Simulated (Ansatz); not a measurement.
Bi (A7 type, space group R-3m)

```
CELL_PARAMETERS angstrom
      2.26080     1.30527     4.00940
     -2.26080     1.30527     4.00940
      0.00000    -2.61055     4.00940
ATOMIC_POSITIONS crystal
  Bi 0.23374 0.23374 0.23374
  Bi 0.76626 0.76626 0.76626
```

Scan: atom 1 (Bi, nearest neighbour Bi at 3.069 Å; its periodic images, 4.5 Å or more away, move with it) is displaced along Cartesian [111], direction (0.577, 0.577, 0.577) in Cartesian axes, by s. The other atoms stay.

These are r2SCAN+rVV10 (plane waves to 500 eV, PAW, scalar-relativistic; Ansatz, a quantum-chemistry and plane-wave program) values and carry that method's errors. k mesh 10×10×10 (Γ-centred), Fermi-Dirac smearing 0.05 eV. The energy includes the smearing's −TS. With partly filled bands, energies and forces of such displacements shift with the k mesh and the smearing. Bi was relaxed with its symmetry unable to fall. Spin-orbit coupling is left out, though Bi is heavy. The PAW data are Ansatz's earlier set. ΔE is measured from the undisplaced structure. The last digit holds for this mesh only.

```csv
s (Å),ΔE (meV/cell)
-0.610,withheld
-0.488,628.9
-0.366,321.7
-0.244,127.7
-0.122,27.7
0.000,0.0
0.122,20.6
0.244,60.3
0.366,92.4
0.488,124.5
0.610,180.0
```

Problem. Fit a polynomial form (powers 2, 3, 4) to the given rows and predict ΔE at s = -0.610.

Solution. Least squares on the 10 given rows: ΔE = (1361)·s² + (-2148)·s³ + (1112)·s⁴, in meV/cell with s in Å; root-mean-square residual 8.41 meV/cell. At -0.610 the fit gives 1147.9 meV/cell; the calculation gives 1061.7 meV/cell, so the extrapolation is off by 86.2 (+8.1 %). The quadratic term alone would give 506.4 meV/cell.

(For displaced atoms, the force is minus the slope of the energy, and its curvature is a force constant, which sets phonon frequencies.)
